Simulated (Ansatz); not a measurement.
Ag$_{3}$Au (Cu3Au type, Pm-3m), PBE (plane waves, PAW; program Ansatz), all energies at zero smearing, with the estimated change up to a 700 eV cutoff added, with one set of potentials and settings (totals compare only within such a set). Cell of 4 atoms (3 Ag, 1 Au): -35921.169 eV.

```tsv
element	reference phase	E (eV/atom)
Ag	R-3m, 3 atoms in the cell	-7590.5531
Au	Fm-3m, 1 atoms in the cell	-13149.3277
```

Formation energy per atom, worked out: (-35921.169 − 3×(-7590.5531) − 1×(-13149.3277))/4 = -0.046 eV/atom (-4 kJ per mol of atoms), at 0 K, without zero-point energy or fitted corrections.

The workflow started from a Materials Project entry (that database holds measured and hypothetical structures alike); the Crystallography Open Database copy checked does not list it. With Ag and Au taken as one species the cell has the higher symmetry Fm-3m, so it may be an ordered model of a mixed-site phase. Its standing as an ambient phase is unchecked. The PBE relaxation kept the symmetry of its start; its stability against distortions is not shown here. The run is not spin-polarised. The references are the lowest solids computed at this level, not always the standard phases. Spin–orbit coupling is left out wherever it is not named.

Potentials: the later of the program's two PAW sets.
